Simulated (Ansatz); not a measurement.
Perovskite alloy of KMgF3 and KZnF3 (5 of 8 Mg sites exchanged), 40 atoms

Ansatz, PAW, plane waves. PBEsol relaxation of volume and atoms (shape held) at the single k point (¼, ¼, ¼) without its symmetry partners; single points on the relaxed atoms at the single k point (¼, ¼, ¼) without its symmetry partners, onto which points of the small cell's zone fold. Arrangement: clustered. No spin–orbit coupling unless named.

Relaxed structure:

```
K Zn Mg F
1.0
     8.06164    0.00000    0.00000
     0.00000    8.06164    0.00000
     0.00000    0.00000    8.06164
K Zn Mg F
8 5 3 24
Direct
  0.00020 0.99977 0.00075
  0.00007 0.00000 0.50057
  0.00020 0.50009 0.00070
  0.00016 0.49985 0.50056
  0.49999 0.99956 0.00093
  0.49992 0.99985 0.50042
  0.49994 0.50028 0.00086
  0.50002 0.49992 0.50043
  0.25005 0.24985 0.25060
  0.25002 0.74990 0.25069
  0.25001 0.74989 0.75067
  0.75001 0.24984 0.25058
  0.75001 0.74979 0.25066
  0.25007 0.24994 0.75073
  0.74996 0.24987 0.75069
  0.75008 0.74990 0.75066
  0.25021 0.24931 0.99768
  0.24980 0.25048 0.50372
  0.24976 0.75045 0.00023
  0.25066 0.74929 0.50111
  0.74969 0.25003 0.99757
  0.75021 0.24955 0.50376
  0.75060 0.74950 0.99760
  0.74985 0.75010 0.50359
  0.99991 0.25077 0.25048
  0.99998 0.25016 0.75096
  0.99982 0.74841 0.25088
  0.99734 0.74961 0.75012
  0.50000 0.24855 0.25102
  0.50017 0.24970 0.75048
  0.50015 0.75081 0.25018
  0.50292 0.75020 0.75103
  0.24869 0.99996 0.25142
  0.24986 0.00271 0.75018
  0.25080 0.49969 0.25006
  0.25039 0.49710 0.75124
  0.75079 0.99978 0.25043
  0.75049 0.99997 0.75084
  0.74849 0.49976 0.25081
  0.74981 0.49978 0.75040
```

(1) What are the mean bond lengths by pair (pairs within 1.2 times the sum of covalent radii, less contacts 15 % beyond the pair's median; cation–cation pairs of compounds aside; long ionic contacts are cut short by that bound)?

(2) What gap lies between the top filled and the lowest empty level in the single points?

Answers

(1) F–K 2.850 ± 0.005 Å (standard deviation, 96 bonds); F–Mg 2.002 ± 0.012 Å (standard deviation, 18 bonds); F–Zn 2.023 ± 0.011 Å (standard deviation, 30 bonds).

(2) HSE06 8.01 eV (9.7 s on NVIDIA GB300). Away from Γ this isn't the crystal's band gap.
